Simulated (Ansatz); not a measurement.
Ansatz (a program for electronic structure) input:

Ansatz 0.2 input:
```yaml
crystal:
  lattice:
    - [3.1034515467, 0.0, 0.0]
    - [-1.5517257734, 2.6876678789, 0.0]
    - [0.0, 0.0, 13.9452868815]
  atoms:
    - { symbol: Al, position: [0.3333333333, 0.6666666667, 0.75] }
    - { symbol: Al, position: [0.6666666667, 0.3333333333, 0.25] }
    - { symbol: Nb, position: [0.3333333333, 0.6666666667, 0.0896738356] }
    - { symbol: Nb, position: [0.6666666667, 0.3333333333, 0.9103261644] }
    - { symbol: Nb, position: [0.6666666667, 0.3333333333, 0.5896738356] }
    - { symbol: Nb, position: [0.3333333333, 0.6666666667, 0.4103261644] }
    - { symbol: C, position: [0.0, 0.0, 0.0] }
    - { symbol: C, position: [0.0, 0.0, 0.5] }
kpoints:
  mp_grid: { grid: [11, 11, 3] }
  band_path:
    path:
      - [[0.0, 0.0, 0.0], [0.5, 0.0, 0.0], [0.3333333333, 0.3333333333, 0.0], [0.0, 0.0, 0.0], [0.0, 0.0, 0.5], [0.5, 0.0, 0.5], [0.3333333333, 0.3333333333, 0.5], [0.0, 0.0, 0.5]]  # Γ-M-K-Γ-A-L-H-A
      - [[0.5, 0.0, 0.5], [0.5, 0.0, 0.0]]  # L-M
      - [[0.3333333333, 0.3333333333, 0.5], [0.3333333333, 0.3333333333, 0.0]]  # H-K
    npoints: 8
hamiltonian:
  xc: r2scan
  pseudopotentials: { kind: paw }
magnetization: { noncollinear: true, spin_orbit: true }
scf:
  n_extra_bands: 16
  convergence: { dr2_threshold: 0.0000000001 }
  occupations: { method: gaussian, width: 0.05 }
output: { eigenvalues: true }
```

Output (shortened):

```
Pseudopotential: Al, paw_fr, valence charge 3
Pseudopotential: Nb, paw_fr, valence charge 13
Pseudopotential: C, paw_fr, valence charge 4
Functional definition: r2SCAN
non-collinear run that drives no moment, with spin-orbit …
Crystal: 8 atoms, lattice volume = 116.318 Å³
Basis set: ecut = 500 eV, 2979 PW (Γ), exchange–correlation on 96×96×432 points (64 copies of the dense FFT grid, shifted against one another)
Bands: 82, of which v1, the nominal top of the filled ones, is band 66 counted from 1 (65 counted from 0)
Symmetry: 24 space group operations + 24 with time reversal
k-points: 32 of 363
Projection manifold: j_resolved (fully-relativistic pseudo-atomic orbitals)
SCF iter   1: F=—  HF=-19826.415582 eV  |F-HF|=—  |Δ(HF+E_count)|=         —  Δρ=1.05e-1  dr2=2.08e1  dr2_τ=3.44e-1  dr2_m=0.00e0 (ungated)  ethr=3.10e-3  |M|=0.00e0 ∫|m|=0.00e0 μB  |m|>n=0.0e0 m-floor=0.0e0 τ_xc=0.0e0  β_m=0.30  ⟨swp⟩=6.0  Hψ=6057  notcnv=0  defer=30
preconditioner: auto → Kerker (q_TF=auto, 2.482 Å⁻¹)
spin=Noncollinear: Kerker preconditioning applied to the charge; magnetization (m_x, m_y, m_z) channels mix plain (no charge-response kernel on spin).
SCF iter   2: F=—  HF=-19823.328977 eV  |F-HF|=—  |Δ(HF+E_count)|=    3.09e0  Δρ=6.48e-2  dr2=7.98e0  dr2_τ=5.55e-2  dr2_m=0.00e0 (ungated)  ethr=3.10e-3  |M|=0.00e0 ∫|m|=0.00e0 μB  |m|>n=0.0e0 m-floor=0.0e0 τ_xc=0.0e0  β_m=0.52  ⟨swp⟩=3.3  Hψ=2667  notcnv=0  defer=298
SCF iter   3: F=—  HF=-19821.634003 eV  |F-HF|=—  |Δ(HF+E_count)|=    1.69e0  Δρ=1.67e-2  dr2=3.77e-1  dr2_τ=5.64e-3  dr2_m=0.00e0 (ungated)  ethr=3.10e-3  |M|=0.00e0 ∫|m|=0.00e0 μB  |m|>n=0.0e0 m-floor=0.0e0 τ_xc=0.0e0  β_m=0.76  ⟨swp⟩=3.4  Hψ=2425  notcnv=0  defer=296
SCF iter   4: F=—  HF=-19821.646008 eV  |F-HF|=—  |Δ(HF+E_count)|=   1.20e-2  Δρ=4.04e-3  dr2=2.23e-2  dr2_τ=2.81e-4  dr2_m=0.00e0 (ungated)  ethr=5.71e-4  |M|=0.00e0 ∫|m|=0.00e0 μB  |m|>n=0.0e0 m-floor=0.0e0 τ_xc=0.0e0  β_m=0.83  ⟨swp⟩=3.0  Hψ=1997  notcnv=0  defer=272
SCF iter   5: F=—  HF=-19821.647305 eV  |F-HF|=—  |Δ(HF+E_count)|=   1.30e-3  Δρ=7.99e-4  dr2=8.08e-4  dr2_τ=1.39e-5  dr2_m=0.00e0 (ungated)  ethr=3.39e-5  |M|=0.00e0 ∫|m|=0.00e0 μB  |m|>n=0.0e0 m-floor=0.0e0 τ_xc=0.0e0  β_m=0.92  ⟨swp⟩=2.6  Hψ=2150  notcnv=0  defer=272
SCF iter   6: F=—  HF=-19821.647378 eV  |F-HF|=—  |Δ(HF+E_count)|=   7.26e-5  Δρ=2.03e-4  dr2=6.84e-5  dr2_τ=4.61e-7  dr2_m=0.00e0 (ungated)  ethr=1.22e-6  |M|=0.00e0 ∫|m|=0.00e0 μB  |m|>n=0.0e0 m-floor=0.0e0 τ_xc=0.0e0  β_m=0.96  ⟨swp⟩=2.4  Hψ=1988  notcnv=0  defer=272
SCF iter   7: F=—  HF=-19821.647357 eV  |F-HF|=—  |Δ(HF+E_count)|=   2.05e-5  Δρ=4.65e-5  dr2=2.80e-6  dr2_τ=7.40e-8  dr2_m=0.00e0 (ungated)  ethr=1.04e-7  |M|=0.00e0 ∫|m|=0.00e0 μB  |m|>n=0.0e0 m-floor=0.0e0 τ_xc=0.0e0  β_m=0.98  ⟨swp⟩=2.0  Hψ=1714  notcnv=0  defer=272
SCF iter   8: F=—  HF=-19821.647366 eV  |F-HF|=—  |Δ(HF+E_count)|=   8.60e-6  Δρ=1.12e-5  dr2=2.88e-7  dr2_τ=2.55e-9  dr2_m=0.00e0 (ungated)  ethr=4.24e-9  |M|=0.00e0 ∫|m|=0.00e0 μB  |m|>n=0.0e0 m-floor=0.0e0 τ_xc=0.0e0  β_m=0.99  ⟨swp⟩=2.9  Hψ=2245  notcnv=0  defer=272
SCF iter  11: F=-19821.647366 eV  HF=-19821.647366 eV  |F-HF|=7.28e-12  |Δ(HF+E_count)|=  9.09e-11  Δρ=1.06e-7  dr2=1.19e-11  dr2_τ=1.22e-13  dr2_m=0.00e0 (ungated)  ethr=1.00e-12  |M|=0.00e0 ∫|m|=0.00e0 μB  |m|>n=0.0e0 m-floor=0.0e0 τ_xc=0.0e0  ⟨swp⟩=10.5  Hψ=4441  notcnv=0
SCF 1 converged in 11 iterations: F = -19821.647366 eV  dr2 = 1.19e-11
NSCF: frozen V_eff on 75 k-points
SCF converged after 11 iterations
Magnetization: |M| = 0.0000 μB,  M = (+0.0000, +0.0000, +0.0000) μB
Absolute magnetization: 0.0000 μB (∫|m|)
  site 0: m = (+0.0000, +0.0000, +0.0000) μB, |m| = 0.0000 μB  (R = 1.18 Å)
  site 1: m = (+0.0000, +0.0000, +0.0000) μB, |m| = 0.0000 μB  (R = 1.18 Å)
  site 2: m = (+0.0000, +0.0000, +0.0000) μB, |m| = 0.0000 μB  (R = 0.90 Å)
  site 3: m = (+0.0000, +0.0000, +0.0000) μB, |m| = 0.0000 μB  (R = 0.90 Å)
  site 4: m = (+0.0000, +0.0000, +0.0000) μB, |m| = 0.0000 μB  (R = 0.90 Å)
  site 5: m = (+0.0000, +0.0000, +0.0000) μB, |m| = 0.0000 μB  (R = 0.90 Å)
  site 6: m = (+0.0000, +0.0000, +0.0000) μB, |m| = 0.0000 μB  (R = 0.90 Å)
  site 7: m = (+0.0000, +0.0000, +0.0000) μB, |m| = 0.0000 μB  (R = 0.90 Å)
Free energy (F): -19821.647366 eV
Harris-Foulkes:  -19821.647366 eV  (|F-HF|=7.28e-12)
Internal energy: -19821.646033 eV  (E = F + TS)
E sigma→0 (E₀):  -19821.646699 eV
Entropy (-TS):   -0.001333 eV (-0.167 meV/atom)
Fermi energy:    14.890546 eV
--- Per-component energies (eV) ---
  E_band       = -408.262959
  E_kinetic    = 1799.710435
  E_local      = -4926.434133  (includes V_loc(G=0)·N_el)
  E_nonlocal   = 543.459152
  E_hartree    = 1849.258378
  E_xc         = -849.703816
  E_vxc        = -1142.876644  (∫ρ·V_xc dr)
  E_paw        = -13483.905414  (= ΣΔE_a)
  E_vpaw       = -448.919548  (= ΣTr[D̂ρ^β])
  E_aug_tail   = 0.000018  (compensation charges beyond the density's cutoff)
  E_vtau       = 68.281013  (kinetic-family band-sum trace: ∫τ·v_τ [+ j·A + Jᵃ·Aᵃ] dr)
  E_ewald      = -4753.090693
  E_core_change = -0.939960  (= ΣΔE_core)
  E_smearing   = -0.001333  (= −TS)
  E_closure    =  0.000000  (closes the sum)
  Σ components = -19821.647366   (vs F -19821.647366, Δ=0.00e0)
  [band-id]    e_kinetic+e_local+e_nonlocal+2·e_hartree+e_vxc+e_vpaw+e_augmentation_tail+e_vtau = -408.262951   (vs E_band -408.262959, Δ=8.50e-6)
--- Band table (eV; the first three rows and the last of 32) ---
  k-point 0: bands = ["-42.1492", "-42.1492", "-42.1490", "-42.1490", "-42.0667", "-42.0667", "-42.0665", "-42.0665", "-18.8903", "-18.8903", "-18.8868", "-18.8868", "-18.6270", "-18.6270", "-18.6242", "-18.6242", "-16.9587", "-16.9587", "-16.9541", …
  k-point 1: bands = ["-42.1492", "-42.1492", "-42.1491", "-42.1491", "-42.0666", "-42.0666", "-42.0665", "-42.0665", "-18.8894", "-18.8894", "-18.8876", "-18.8876", "-18.6263", "-18.6263", "-18.6249", "-18.6249", "-16.9576", "-16.9576", "-16.9553", …
  k-point 2: bands = ["-42.1404", "-42.1404", "-42.1402", "-42.1402", "-42.0607", "-42.0607", "-42.0605", "-42.0605", "-18.8972", "-18.8972", "-18.8939", "-18.8939", "-18.6485", "-18.6485", "-18.6459", "-18.6459", "-16.9684", "-16.9684", "-16.9639", …
  k-point 31: bands = ["-42.0073", "-42.0073", "-42.0072", "-42.0072", "-41.9988", "-41.9988", "-41.9987", "-41.9987", "-19.0093", "-19.0093", "-19.0085", "-19.0085", "-18.9795", "-18.9795", "-18.9789", "-18.9789", "-17.0996", "-17.0996", "-17.0985", …
```

Cost: around 4 core-minutes (rough) on shared cores.

Space group P6_3/mmc. The workflow started from a Materials Project entry (that database holds measured and hypothetical structures alike); the Crystallography Open Database copy checked does not list it. Whether it is the stable phase at ambient conditions was not checked. The r²SCAN relaxation kept the symmetry of its start; its stability against distortions is not shown here. The run is not spin-polarised.

Potentials: the later of the program's two PAW sets.

Ansatz is a plane-wave DFT program.
